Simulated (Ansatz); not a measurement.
V5Si3 in space group I4/mcm (No. 140; V on 16k, V on 4b, Si on 8h, Si on 4a) under volume change, plane-wave PAW PBEsol (Ansatz code), shape and atoms relaxed at each volume.

```
V (Å³/atom)  E − E(relaxed) (meV/atom)  P (GPa)
-----------  -------------------------  -------
11.525                            77.9    23.72
11.905                            32.8    14.57
12.285                             7.8     6.72
12.665                             0.0     0.00
13.045                             7.0    -5.76
13.425                            26.7   -10.69
13.805                            57.1   -14.90
```

Q: What does a third-order Birch–Murnaghan fit give for V₀, B₀ and B′?

A: V₀ = 12.67 Å³/atom, B₀ = 207 GPa, B′ = 4.1.

The workflow started from a Materials Project entry (that database holds measured and hypothetical structures alike); the Crystallography Open Database files this formula in space group No. 140, but the cells were not matched. Its standing as an ambient phase is unchecked. Symmetry was held in the PBEsol relaxation; its stability against distortions is not shown here. No spin polarisation was allowed.

Potentials: the later of the program's two PAW sets.
